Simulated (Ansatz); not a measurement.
Given:

Cs3Bi:
```cif
data_Bi4Cs12
_chemical_formula_sum 'Cs12 Bi4'
_space_group_name_H-M_alt 'Fm-3m'
_space_group_IT_number 225
_space_group_name_Hall '-F 4 2 3'
_cell_length_a 9.36831
_cell_length_b 9.36831
_cell_length_c 9.36831
_cell_angle_alpha 90.000
_cell_angle_beta 90.000
_cell_angle_gamma 90.000
loop_
_atom_site_label
_atom_site_type_symbol
_atom_site_symmetry_multiplicity
_atom_site_Wyckoff_symbol
_atom_site_fract_x
_atom_site_fract_y
_atom_site_fract_z
_atom_site_occupancy
Cs1 Cs 8 c 0.25000 0.25000 0.25000 1
Cs2 Cs 4 b 0.50000 0.50000 0.50000 1
Bi1 Bi 4 a 0.00000 0.00000 0.00000 1
```
(The calculation used a cell of 4 atoms; values per cell refer to that cell.)

This is the r²SCAN-relaxed structure.

**Question.** All from plane-wave PAW r²SCAN (Ansatz code), unless another level is named. Predict the gap with spin–orbit coupling.

**Answer.** 0.44 eV.

**Question.** And the electron effective mass with spin–orbit coupling?

**Answer.** 0.14 mₑ (isotropic).

**Question.** What about the formation energy from the elements (no fitted shifts)?

**Answer.** -0.49 eV/atom.

**Question.** And the electron effective mass?

**Answer.** 0.16 mₑ (isotropic).

**Question.** Predict the valence-band maximum.

**Answer.** at X.

The workflow started from a Materials Project entry (that database holds measured and hypothetical structures alike); the Crystallography Open Database copy checked does not list it. With Cs and Bi taken as one species the cell has the higher symmetry Im-3m, so it may be an ordered model of a mixed-site phase. Its standing as an ambient phase is unchecked. The r²SCAN relaxation kept the symmetry of its start; of distortions, only those at the zone centre were tested. The references are the lowest solids computed at this level, not always the standard phases. Spin–orbit coupling is left out wherever it is not named.

Potentials: the later of the program's two PAW sets.
